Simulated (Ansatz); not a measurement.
LiF:
```xyz
2
Lattice="0.0000 2.1551 2.1551 2.1551 0.0000 2.1551 2.1551 2.1551 0.0000" Properties=species:S:1:pos:R:3 pbc="T T T"
Li     0.0000     0.0000     0.0000
F      1.0775     1.0775     1.0775
```

Tensor components refer to the Cartesian frame of this cell.

Question: Give the high-frequency dielectric tensor and the Born effective charge tensors of the independent atoms from DFPT, PBEsol (plane waves, PAW; program Ansatz).

Answer: 
ε∞:
```
1.90  0.00  0.00
0.00  1.90  0.00
0.00  0.00  1.90
```
Z* of atom 1 (Li), rows: field, columns: displacement, in e:
```
0.98  0.00  0.00
0.00  0.98  0.00
0.00  0.00  0.98
```
Z* of atom 2 (F), rows: field, columns: displacement, in e:
```
-0.98   0.00   0.00
 0.00  -0.98   0.00
 0.00   0.00  -0.98
```

Space group F-43m (zinc blende). The start of the workflow was typed in or built on a structure type; neither database checked (COD, Materials Project) lists it. It is not the phase usual at ambient conditions (space group No. 225). The PBEsol relaxation kept the symmetry of its start; its stability against distortions is not shown here.

Potentials: the earlier of the program's two PAW sets. The files were generated under PBE; for other functionals the program regenerates the frozen cores, and for LDA and PBEsol the local potential too.
